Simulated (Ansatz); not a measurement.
BaF₂ (fluorite, Fm-3m), r²SCAN in the plane-wave PAW code Ansatz. The conduction-band minimum lies at Γ, with 1 equivalent valley. Second derivatives d²E/dk² of the lowest band at one valley (eV·Å²), along Cartesian directions:

| direction | d²E/dk² |
|---|---|
| [100] | 15.16 |
| [010] | 15.16 |
| [001] | 15.16 |
| [110] | 15.16 |
| [101] | 15.16 |
| [011] | 15.16 |

Q: Find the principal effective masses, the density-of-states mass and the conductivity mass.

A: Off-diagonal terms follow from H_xy = H[110] − (H_xx + H_yy)/2, and m*/mₑ = 7.620 eV·Å² over each eigenvalue: 0.50, 0.50, 0.50. One valley's DOS mass (m₁m₂m₃)^(1/3) = 0.50, conductivity mass 3/(Σ 1/mᵢ) = 0.50 mₑ.

Q: What effective density of states Nc follows at 300 K for parabolic valleys?

A: Nc = 2.509e19 × 1 × (0.50)^(3/2) ≈ 8.9e18 cm⁻³.

Symmetry was held in the r²SCAN relaxation. Scalar-relativistic: spin–orbit coupling is off unless named, which matters more the heavier the elements.

Potentials: the later of the program's two PAW sets.

Edges and masses are those of Kohn–Sham bands, whose gap is no quasiparticle gap.
